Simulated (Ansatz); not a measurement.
Input file for Ansatz (a quantum-chemistry and plane-wave program):

Ansatz 0.2 input:
```yaml
crystal:
  lattice:
    - [-2.3199071276, 2.3199071276, 8.0617692004]
    - [2.3199071276, -2.3199071276, 8.0617692004]
    - [2.3199071276, 2.3199071276, -8.0617692004]
  atoms:
    - { symbol: Ca, position: [0.6648531195, 0.6648531195, 0.0] }
    - { symbol: Ca, position: [0.3351468805, 0.3351468805, 0.0] }
    - { symbol: Ca, position: [0.0, 0.5, 0.5] }
    - { symbol: Ca, position: [0.5, 0.0, 0.5] }
    - { symbol: Sb, position: [0.8605232296, 0.8605232296, 0.0] }
    - { symbol: Sb, position: [0.1394767704, 0.1394767704, 0.0] }
    - { symbol: O, position: [0.5, 0.5, 0.0] }
kpoints:
  mp_grid: { grid: [7, 7, 7] }
basis: { xc_grid: 2 }
hamiltonian:
  xc: pbesol
  pseudopotentials: { kind: paw }
scf:
  occupations: { method: fixed }
output:
  optics: { e_range: [0.0, 15.0], de: 0.05, sigma: 0.1, bands: { spectra_wanted_up_to: 12 eV } }
```

Output (shortened):

```
basis.fft_grid_basis auto: the FFT boxes are laid along the combinations [[1, 0, 1], [0, 1, 1], [0, 0, 1]] of the cell's own vectors, 4.640, 4.640 and 8.704 Å …
output.optics: the spectra are integrated over the Brillouin zone by k·p interpolation around the k-points, where levels, occupations, output.optics.sigma and …
Pseudopotential: Ca, paw, valence charge 10
Pseudopotential: Sb, paw, valence charge 15
Pseudopotential: O, paw, valence charge 6
Functional definition: PBEsol
Crystal: 7 atoms, lattice volume = 173.553 Å³
Basis set: ecut = 420 eV, 3395 PW (Γ), FFT grids on a1+a3, a2+a3, a3, exchange–correlation on 64×64×120 points (8 copies of the dense FFT grid, shifted against one another)
Bands: 46, of which v1, the nominal top of the filled ones, is band 38 counted from 1 (37 counted from 0)
Symmetry: 16 space group operations
Space group: I4/mmm (ITA 139), of the structure as read, at distance tolerance 5.6e-5 Å
k-points: 40 of 343
SCF iter   1: F=—  HF=-20561.181223 eV  |F-HF|=—  |Δ(HF+E_count)|=         —  Δρ=6.64e-3  dr2=7.04e-2  ethr=1.77e-3  ⟨swp⟩=5.9  Hψ=6518  notcnv=0  defer=208
preconditioner: auto → Resta (q_TF=auto, 2.378 Å⁻¹)
SCF iter   2: F=—  HF=-20561.167494 eV  |F-HF|=—  |Δ(HF+E_count)|=   1.37e-2  Δρ=2.65e-3  dr2=1.05e-2  ethr=9.26e-5  ⟨swp⟩=2.2  Hψ=2743  notcnv=0  defer=237
SCF iter   3: F=—  HF=-20561.165812 eV  |F-HF|=—  |Δ(HF+E_count)|=   1.68e-3  Δρ=1.12e-3  dr2=2.71e-3  ethr=1.38e-5  ⟨swp⟩=2.0  Hψ=2319  notcnv=0  defer=239
SCF iter   4: F=—  HF=-20561.165502 eV  |F-HF|=—  |Δ(HF+E_count)|=   3.10e-4  Δρ=3.68e-4  dr2=2.95e-4  ethr=3.57e-6  ⟨swp⟩=2.2  Hψ=2462  notcnv=0  defer=238
SCF iter   5: F=—  HF=-20561.165501 eV  |F-HF|=—  |Δ(HF+E_count)|=   1.33e-6  Δρ=6.48e-5  dr2=1.04e-5  ethr=3.88e-7  ⟨swp⟩=2.8  Hψ=3049  notcnv=0  defer=222
SCF iter   6: F=—  HF=-20561.165512 eV  |F-HF|=—  |Δ(HF+E_count)|=   1.16e-5  Δρ=1.38e-5  dr2=6.02e-7  ethr=1.37e-8  ⟨swp⟩=2.1  Hψ=2101  notcnv=0  defer=187
SCF iter   7: F=—  HF=-20561.165512 eV  |F-HF|=—  |Δ(HF+E_count)|=   3.95e-8  Δρ=4.09e-6  dr2=3.44e-8  ethr=7.93e-10  ⟨swp⟩=2.0  Hψ=3186  notcnv=0  defer=166
SCF iter   8: F=—  HF=-20561.165512 eV  |F-HF|=—  |Δ(HF+E_count)|=   1.29e-8  Δρ=1.10e-6  dr2=2.07e-9  ethr=4.53e-11  ⟨swp⟩=2.0  Hψ=3113  notcnv=0  defer=166
SCF iter  10: F=-20561.165512 eV  HF=-20561.165512 eV  |F-HF|=0.00e0  |Δ(HF+E_count)|=  1.46e-11  Δρ=5.65e-8  dr2=6.08e-12  ethr=1.00e-12  ⟨swp⟩=15.7  Hψ=9347  notcnv=0
SCF 1 converged in 10 iterations: F = -20561.165512 eV  dr2 = 6.08e-12
NSCF: frozen V_eff on 40 k-points
Optics k sum: 0 of 40 k-points
Optics k sum: 2 of 40 k-points
Optics k sum: 4 of 40 k-points
Optics k sum: 6 of 40 k-points
Optics k sum: 8 of 40 k-points
Optics k sum: 10 of 40 k-points
Optics k sum: 12 of 40 k-points
Optics k sum: 14 of 40 k-points
Optics k sum: 16 of 40 k-points
Optics k sum: 18 of 40 k-points
Optics k sum: 20 of 40 k-points
Optics k sum: 22 of 40 k-points
Optics k sum: 24 of 40 k-points
Optics k sum: 26 of 40 k-points
Optics k sum: 28 of 40 k-points
Optics k sum: 30 of 40 k-points
Optics k sum: 32 of 40 k-points
Optics k sum: 34 of 40 k-points
Optics k sum: 36 of 40 k-points
Optics k sum: 38 of 40 k-points
Optics k sum: 40 of 40 k-points
Optics k sum: 0 of 40 k-points
Optics k sum: 2 of 40 k-points
Optics k sum: 4 of 40 k-points
Optics k sum: 6 of 40 k-points
Optics k sum: 8 of 40 k-points
Optics k sum: 10 of 40 k-points
Optics k sum: 12 of 40 k-points
Optics k sum: 14 of 40 k-points
Optics k sum: 16 of 40 k-points
Optics k sum: 18 of 40 k-points
Optics k sum: 20 of 40 k-points
Optics k sum: 22 of 40 k-points
Optics k sum: 24 of 40 k-points
Optics k sum: 26 of 40 k-points
Optics k sum: 28 of 40 k-points
Optics k sum: 30 of 40 k-points
Optics k sum: 32 of 40 k-points
Optics k sum: 34 of 40 k-points
Optics k sum: 36 of 40 k-points
Optics k sum: 38 of 40 k-points
Optics k sum: 40 of 40 k-points
NSCF: frozen V_eff on 1 k-points
NSCF: frozen V_eff on 1 k-points
NSCF: frozen V_eff on 1 k-points
NSCF: frozen V_eff on 1 k-points
NSCF: frozen V_eff on 1 k-points
NSCF: frozen V_eff on 1 k-points
output.optics: what the bands over the 83 summed would add to eps1, eps2 and the energy-loss function is held between a lower and an upper bound (12 Lanczos …
SCF converged after 10 iterations
Free energy (F): -20561.165512 eV
Harris-Foulkes:  -20561.165512 eV  (|F-HF|=0.00e0)
Internal energy: -20561.165512 eV  (E = F + TS)
E sigma→0 (E₀):  -20561.165512 eV
Fermi energy:    8.343319 eV
--- Per-component energies (eV) ---
  E_band       = -864.734626
  E_kinetic    = 1707.983689
  E_local      = -6689.662692  (includes V_loc(G=0)·N_el)
  E_nonlocal   = 1037.332592
  E_hartree    = 2671.468893
  E_xc         = -894.938550
  E_vxc        = -973.306365  (∫ρ·V_xc dr)
  E_paw        = -12502.379538  (= ΣΔE_a)
  E_vpaw       = -1290.022046  (= ΣTr[D̂ρ^β])
  E_aug_tail   = 0.002385  (compensation charges beyond the density's cutoff)
  E_ewald      = -5892.146470
  E_core_change = 1.174179  (= ΣΔE_core)
  E_smearing   =  0.000000  (= −TS)
  E_closure    = 0.000000  (closes the sum)
  Σ components = -20561.165512   (vs F -20561.165512, Δ=0.00e0)
  [band-id]    e_kinetic+e_local+e_nonlocal+2·e_hartree+e_vxc+e_vpaw+e_augmentation_tail = -864.734651   (vs E_band -864.734626, Δ=-2.53e-5)
--- Band table (eV; the first three rows and the last of 40) ---
  k-point 0: bands = ["-32.4444", "-32.4410", "-31.7449", "-31.6494", "-19.0923", "-19.0920", "-19.0897", "-19.0871", "-19.0856", "-19.0856", "-19.0851", "-19.0851", "-19.0845", "-19.0834", "-13.5808", "-13.5620", "-13.5424", "-13.5424", "-13.5356", …
  k-point 1: bands = ["-32.4438", "-32.4411", "-31.7357", "-31.6581", "-19.0928", "-19.0926", "-19.0897", "-19.0872", "-19.0855", "-19.0854", "-19.0854", "-19.0851", "-19.0838", "-19.0830", "-13.6033", "-13.5677", "-13.5471", "-13.5352", "-13.5343", …
  k-point 2: bands = ["-32.4426", "-32.4413", "-31.7147", "-31.6775", "-19.0932", "-19.0930", "-19.0894", "-19.0871", "-19.0859", "-19.0854", "-19.0852", "-19.0849", "-19.0822", "-19.0820", "-13.6774", "-13.5674", "-13.5581", "-13.5431", "-13.5361", …
  k-point 39: bands = ["-32.4436", "-32.4416", "-31.7401", "-31.6540", "-19.0926", "-19.0924", "-19.0888", "-19.0881", "-19.0863", "-19.0862", "-19.0846", "-19.0843", "-19.0839", "-19.0833", "-13.5763", "-13.5711", "-13.5512", "-13.5477", "-13.5339", …
```

Cost: roughly 5 core-minutes on shared cores.

The first step of the workflow began from a Materials Project structure, measured or hypothetical; the Crystallography Open Database files this formula in space group No. 139, but the cells were not matched. Whether it is the stable phase at ambient conditions was not checked. The PBEsol relaxation kept the symmetry of its start; whether a distortion lowers the energy is not shown. Spin–orbit coupling is left out wherever it is not named.

Potentials: the later of the program's two PAW sets.

Ansatz is a plane-wave DFT program.
